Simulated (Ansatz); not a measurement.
## A strain series on WS2 (2H-MoS2 type): isotropic on every length

WS2, 2H-MoS2 type, relaxed with r2SCAN+rVV10 in Ansatz, then strained (isotropic on every length; changes of length per length, axes as in the cell below) with the atoms relaxed again within the symmetry that is left. Space group P6_3/mmc (No. 194), hexagonal; conventional cell a = 3.170 Å, c = 12.491 Å, 18.12 Å³ an atom. W is surrounded by 6 S at 2.41 Å; S is surrounded by 3 W at 2.41 Å. Calculated for a static, non-magnetic cell.

```
W S
1.0
     3.16995    0.00000    0.00000
    -1.58497    2.74525    0.00000
     0.00000    0.00000   12.49107
W S
2 4
Cartesian
  0.0000 1.8302 3.1228
  1.5850 0.9151 9.3683
  1.5850 0.9151 4.6855
  1.5850 0.9151 1.5600
  0.0000 1.8302 10.9310
  0.0000 1.8302 7.8056
```

Gaps are the least over each mesh (PBE 12×12×2, r2SCAN 12×12×2, r2SCAN+SOC 12×12×2, HSE06 6×6×2 when unstrained) and the special points, which keep their unstrained names.

```tsv
strain (%)	gap, PBE (eV)	gap, r2SCAN (eV)	gap, r2SCAN+SOC (eV)	gap, HSE06 (eV)	edges, HSE06
-4.0	0.798	0.916	0.873	1.304	Γ → Γ–K (0.53)
-3.0	0.874	0.990	0.946	1.388	Γ → Γ–K (0.53)
-2.0	0.939	1.053	1.007	1.460	Γ → Γ–K (0.53)
-1.0	0.995	1.106	1.058	1.522	Γ → Γ–K (0.52)
0.0	1.042	1.151	1.100	1.573	Γ → Γ–K (0.52)
+1.0	1.044	1.117	1.070	1.488	Γ → K
+2.0	0.877	0.945	0.906	1.303	Γ → K
+3.0	0.718	0.780	0.747	1.127	Γ → K
+4.0	0.568	0.624	0.597	0.959	Γ → K
```

Between zero and the nearest strains the slope of the HSE06 gap against strain is +0.051 eV per percent for negative and -0.085 for positive strain.

Only the levels marked +SOC include spin-orbit coupling.

Where an edge lies off the special points, it is a point of the mesh or the k point where a search put PBE's edge or least direct gap, reused for the other functionals, whose own edges may lie a little apart.

The meshes of the hybrids are coarse, so their gaps aren't converged to the digits shown.
